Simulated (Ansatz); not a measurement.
# How far is PAW off for Sb?

```
Sb
1.0
     2.16484    1.24987    3.76880
    -2.16484    1.24987    3.76880
     0.00000   -2.49975    3.76880
Sb
2
Direct
  0.23364 0.23364 0.23364
  0.76636 0.76636 0.76636
```

Atoms are numbered in the order listed.

Structure: COD 9009654, as refined from experiment and not relaxed. The listed cell was then made from it by scaling, straining or moving an atom.

No spin–orbit coupling, which matters for the heavy atoms here.

Levels of theory: DFT, PBEsol, PAW with Ansatz's default frozen-core files, scalar-relativistic (Ansatz 0.2.0); DFT, PBEsol, all-electron LAPW, scalar-relativistic (Ansatz 0.2.0).

For PAW: a Γ-centred 9×9×9 k mesh, Fermi–Dirac smearing of 0.05 eV, cutoff 420 eV, no spin polarisation; the PAW files were made with PBE, and the program remakes their frozen cores for this functional. LAPW targets a basis error of 0.5 meV/atom. The Ansatz runs share mesh, smearing and spin set-up. Plane-wave (PAW) pressures include the program's estimate of the Pulay term.

Stress and pressure are positive in compression.

The change that made this cell: volume scaled by 1.02.

PAW results:

```json
{"quantity": "pressure (GPa)", "PAW": "-0.71"}
{"quantity": "stress xx (GPa)", "PAW": "-0.62"}
{"quantity": "stress zz (GPa)", "PAW": "-0.90"}
{"quantity": "force on Sb1, z (eV/Å)", "PAW": "0.044"}
```

(1) What does all-electron LAPW give for the same quantities?

## Answers

(1) 
```
              quantity   LAPW
        pressure (GPa)  -0.70
       stress xx (GPa)  -0.61
       stress zz (GPa)  -0.89
force on Sb1, z (eV/Å)  0.044
```
